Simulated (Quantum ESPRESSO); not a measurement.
# Zr5InAlZn: input and log of a self-consistent run

A calculation, not a measurement. The program is pw.x of Quantum ESPRESSO 7.5 (plane-wave density functional theory). The cell is made up: eight metal atoms on a hexagonal close-packed lattice, with elements, volume, strain and displacements drawn at random and not relaxed, so it may be unstable or far from any real phase. PseudoDojo standard norm-conserving files set the functional (PBE unless stated); there is no spin polarisation or spin-orbit coupling, the Fermi-Dirac width of 0.25 eV means electrons at about 2900 K, and the masses in the input are unused placeholders. A spin test at this wide smearing found no moment, but such smearing suppresses magnetism that the real alloy may have.

Input:

```
&control calculation='scf', pseudo_dir='./dojo.nc.sr.pbe.v0_5.standard.upf', outdir='./o', disk_io='minimal', tprnfor=.true., tstress=.true. /
&system ibrav=0, nat=8, ntyp=4, nbnd=62, ecutwfc=84.00895049, nosym=.true., tot_charge=0,
 occupations='smearing', smearing='fd', degauss=0.0183746611
/
&electrons conv_thr=1.470e-08, electron_maxstep=70, mixing_beta=0.5 /
ATOMIC_SPECIES
Al 1.0 Al.upf
In 1.0 In.upf
Zn 1.0 Zn.upf
Zr 1.0 Zr.upf
CELL_PARAMETERS angstrom
-0.0243 5.2575 0.0053
3.0096 -0.0091 4.9129
3.1002 -0.0189 -4.969
ATOMIC_POSITIONS angstrom
Zr -0.051 0.0411 0.0089
In 3.1263 0.0382 0.0985
Zr 2.9849 1.8192 -2.6713
Al 2.8562 1.8567 2.4257
Zr 1.4982 2.5557 0.0588
Zr 4.4217 2.646 0.0035
Zn 1.4695 4.2372 -2.658
Zr 1.4755 4.1905 2.3482
K_POINTS automatic
5 5 5 1 1 1
```

The log is shortened where brackets say so; the opening notice, blank lines, dates and the lines on written files are dropped, and the path of the files is cut. It prints rydbergs, bohrs and kilobars, and counts compression as positive stress. Its total energy is the free energy E - TS of the whole cell.

```
     Program PWSCF v.7.5
     Parallel version (MPI & OpenMP), running on       4 processor cores
     Number of MPI processes:                 4
     Threads/MPI process:                     1
     [start-up lines left out]
     bravais-lattice index     =            0
     lattice parameter (alat)  =       9.9353  a.u.
     unit-cell volume          =    1070.9450 (a.u.)^3
     number of atoms/cell      =            8
     number of atomic types    =            4
     number of electrons       =        96.00
     number of Kohn-Sham states=           62
     kinetic-energy cutoff     =      84.0090  Ry
     charge density cutoff     =     336.0358  Ry
     scf convergence threshold =      1.5E-08
     mixing beta               =       0.5000
     number of iterations used =            8  plain     mixing
     Exchange-correlation= PBE
                           (   1   4   3   4   0   0   0)
     [axes and pseudopotential details left out]
   Cartesian axes
     site n.     atom                  positions (alat units)
         1        Zr     tau(   1) = (  -0.0097003   0.0078173   0.0016928  )
         2        In     tau(   2) = (   0.5946296   0.0072657   0.0187349  )
         3        Zr     tau(   3) = (   0.5677350   0.3460161  -0.5080875  )
         4        Al     tau(   4) = (   0.5432559   0.3531487   0.4613738  )
         5        Zr     tau(   5) = (   0.2849611   0.4861001   0.0111839  )
         6        Zr     tau(   6) = (   0.8410177   0.5032754   0.0006657  )
         7        Zn     tau(   7) = (   0.2795023   0.8059254  -0.5055578  )
         8        Zr     tau(   8) = (   0.2806436   0.7970429   0.4466331  )
     number of k points=    63  Fermi-Dirac smearing, width (Ry)=  0.0184
                       cart. coord. in units 2pi/alat
        k(    1) = (   0.1725780   0.1007973   0.0014823), wk =   0.0320000
        k(    2) = (   0.3437220   0.1016940  -0.1033574), wk =   0.0320000
     [further k points left out]
     Dense  grid:   111389 G-vectors     FFT dimensions: (  60,  64,  72)
     Estimated max dynamical RAM per process >     389.47 MB
     Estimated total dynamical RAM >       1.44 GB
     Initial potential from superposition of free atoms
     starting charge      95.9817, renormalised to      96.0000
     Starting wfcs are   73 randomized atomic wfcs
     total cpu time spent up to now is        6.8 secs
     per-process dynamical memory:   311.8 Mb
     Self-consistent Calculation
     iteration #  1     ecut=    84.01 Ry     beta= 0.50
     Davidson diagonalization with overlap
     ethr =  1.00E-02,  avg # of iterations =  2.1
     Threshold (ethr) on eigenvalues was too large:
     Diagonalizing with lowered threshold
     Davidson diagonalization with overlap
     ethr =  9.64E-04,  avg # of iterations =  2.5
     total cpu time spent up to now is       33.0 secs
     total energy              =   -1061.47351761 Ry
     estimated scf accuracy    <       0.93708396 Ry
     iteration #  2     ecut=    84.01 Ry     beta= 0.50
     Davidson diagonalization with overlap
     ethr =  9.76E-04,  avg # of iterations =  3.9
     total cpu time spent up to now is       49.5 secs
     total energy              =   -1061.64610087 Ry
     estimated scf accuracy    <       1.55862603 Ry
     iteration #  3     ecut=    84.01 Ry     beta= 0.50
     Davidson diagonalization with overlap
     ethr =  9.76E-04,  avg # of iterations =  2.1
     total cpu time spent up to now is       62.4 secs
     total energy              =   -1061.85742787 Ry
     estimated scf accuracy    <       0.25214534 Ry
     iteration #  4     ecut=    84.01 Ry     beta= 0.50
     Davidson diagonalization with overlap
     ethr =  2.63E-04,  avg # of iterations =  2.1
     total cpu time spent up to now is       74.8 secs
     total energy              =   -1061.89276473 Ry
     estimated scf accuracy    <       0.01364888 Ry
     iteration #  5     ecut=    84.01 Ry     beta= 0.50
     Davidson diagonalization with overlap
     c_bands:  1 eigenvalues not converged
     ethr =  1.42E-05,  avg # of iterations =  9.3
     total cpu time spent up to now is       94.8 secs
     total energy              =   -1061.89437285 Ry
     estimated scf accuracy    <       0.01518764 Ry
     [iterations 6 to 10 left out]
     iteration # 11     ecut=    84.01 Ry     beta= 0.50
     Davidson diagonalization with overlap
     ethr =  2.15E-08,  avg # of iterations =  2.0
     total cpu time spent up to now is      175.0 secs
     total energy              =   -1061.89699490 Ry
     estimated scf accuracy    <       0.00000108 Ry
     iteration # 12     ecut=    84.01 Ry     beta= 0.50
     Davidson diagonalization with overlap
     ethr =  1.12E-09,  avg # of iterations =  5.6
     total cpu time spent up to now is      191.3 secs
     total energy              =   -1061.89699524 Ry
     estimated scf accuracy    <       0.00000041 Ry
     iteration # 13     ecut=    84.01 Ry     beta= 0.50
     Davidson diagonalization with overlap
     ethr =  4.23E-10,  avg # of iterations =  2.0
     total cpu time spent up to now is      204.2 secs
     total energy              =   -1061.89699530 Ry
     estimated scf accuracy    <       0.00000005 Ry
     iteration # 14     ecut=    84.01 Ry     beta= 0.50
     Davidson diagonalization with overlap
     ethr =  5.16E-11,  avg # of iterations =  2.8
     total cpu time spent up to now is      217.6 secs
     total energy              =   -1061.89699531 Ry
     estimated scf accuracy    <       0.00000005 Ry
     iteration # 15     ecut=    84.01 Ry     beta= 0.50
     Davidson diagonalization with overlap
     ethr =  4.84E-11,  avg # of iterations =  2.0
     total cpu time spent up to now is      229.7 secs
     End of self-consistent calculation
     [lines on levels left out]
!    total energy              =   -1061.89699531 Ry
     estimated scf accuracy    <          2.2E-09 Ry
     smearing contrib. (-TS)   =      -0.10420118 Ry
     internal energy E=F+TS    =   -1061.79279414 Ry
     The total energy is F=E-TS. E is the sum of the following terms:
     one-electron contribution =    -477.66766347 Ry
     hartree contribution      =     284.99267775 Ry
     xc contribution           =    -187.95781249 Ry
     ewald contribution        =    -681.15999592 Ry
     convergence has been achieved in  15 iterations
     Forces acting on atoms (cartesian axes, Ry/au):
     atom    1 type  4   force =     0.01961515   -0.01581308   -0.04490956
     atom    2 type  2   force =    -0.02846958   -0.00652819   -0.03281435
     atom    3 type  4   force =    -0.02123219   -0.05079358    0.06827011
     atom    4 type  1   force =     0.03032221   -0.03629225    0.03327956
     atom    5 type  4   force =    -0.00741851    0.00991373   -0.09222266
     atom    6 type  4   force =     0.01555720   -0.00019451   -0.02727983
     atom    7 type  3   force =     0.00156953    0.02401420    0.04429091
     atom    8 type  4   force =    -0.00994380    0.07569369    0.05138582
     Total force =     0.190451     Total SCF correction =     0.000117
     Computing stress (Cartesian axis) and pressure
          total   stress  (Ry/bohr**3)                   (kbar)     P=      105.08
   0.00066174  -0.00004390   0.00002444           97.34       -6.46        3.60
  -0.00004390   0.00084513   0.00007333           -6.46      124.32       10.79
   0.00002444   0.00007333   0.00063603            3.60       10.79       93.56
     init_run     :      6.32s CPU      6.60s WALL (       1 calls)
     electrons    :    220.82s CPU    222.95s WALL (       1 calls)
     forces       :      2.03s CPU      2.09s WALL (       1 calls)
     stress       :      6.79s CPU      6.80s WALL (       1 calls)
     [timing details left out]
     PWSCF        :   3m56.21s CPU   3m58.71s WALL
     JOB DONE.
```

In other units: free energy -14447.845 eV for the cell, pressure 10.51 GPa, largest force component 2.371 eV/Å in size. The run took 240 s of wall time with four MPI processes on a shared machine (Intel Xeon, 2023 or later, virtual cores), so the time is rough. A rerun of this cell at a higher cutoff and on a denser mesh moved values by no more than 0.002 eV in energy, 0.02 GPa in stress and 0.003 eV/Å in force, and a second program with other atomic files agreed on that cell to 2 % rms in force and 0.5 GPa in pressure.